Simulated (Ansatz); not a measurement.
Recipe of this trial structure of Hg2Pb: ordered superstructure of fcc (P-3m1, No. 164) (sublattice all; occupants of the shared sites, in ratio, Hg: 2, Pb: 1). The dimensions are guesses.

```xyz
3
Lattice="3.4146 0.0000 0.0000 -1.7073 2.9572 0.0000 0.0000 0.0000 8.3641" Properties=species:S:1:pos:R:3 pbc="T T T"
Hg    0.0000    1.9714    5.5761
Hg    1.7073    0.9857    2.7880
Pb    0.0000    0.0000    0.0000
```

The calculation used Ansatz, DFT PBE, scalar-relativistic, plane waves, PAW. Cutoff 420 eV, Gaussian smearing, Γ-centred meshes. Cell and atoms relax on a converged mesh. In metals the finer mesh still leaves noise of several meV/atom or more. The steps can't lower the symmetry of their start. No spin polarisation.

A guess keeps its type if space group and coordination stay and the shape of the cell changes little (axis ratios within about 15 %, angles within 6°); the volume may change.

Task: Will the relaxed cell still be of the starting type?

Result: It keeps its type. The symmetry stays P-3m1 (No. 164). The volume per atom grows by 1.0 %, from 28.2 to 28.4 Å³. The shortest distance goes from 3.41 Å (Hg–Pb, Hg–Hg and Pb–Pb) to 3.23 Å (Hg–Hg). The ratio c/a of the conventional cell changes by a factor of 0.94. Counting neighbours within 15 % of an atom's shortest distance, the start has Hg 12, Pb 12 and the end Hg 12, Pb 12.

The last run used an 18×18×6 mesh (in the run's order of axes) for its 3-atom cell and Gaussian smearing of 0.10 eV. Spin–orbit coupling, which can matter for Hg and Pb, is left out. Symmetry constrained the relaxation, so the result can be a saddle point.
